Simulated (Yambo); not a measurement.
Rb2NaYF6 (space group Fm-3m, No. 225); a = 6.3829 Å, b = 6.3829 Å, c = 6.3829 Å, α = 60.00°, β = 60.00°, γ = 60.00°. With the G0W0 scissor the direct gap on the mesh is 9.94 eV.

Problem. Can the lowest exciton of this BSE run be trusted, and with what binding energy? (Yambo, PBEsol bands; 4×4×4 mesh, 18 valence and 12 conduction bands, static screening with 107 bands and a 3 Ry block, scissor 3.62 eV, Tamm-Dancoff.)

Solution. The mesh holds a bound state, but the numbers are provisional. These are vertical excitations (zero momentum). The lowest state lies at 8.47 eV (weak for light along x, 3 states within 2 meV), the direct quasiparticle gap on this mesh at 9.94 eV. Its binding energy, counted from that gap, is 1.47 eV; it spreads over about 16 k points of the mesh. Convergence with the mesh was not shown. The scissor comes from a G0W0 run whose convergence isn't established. 

Geometry of the Materials Project entry, not relaxed at this level.
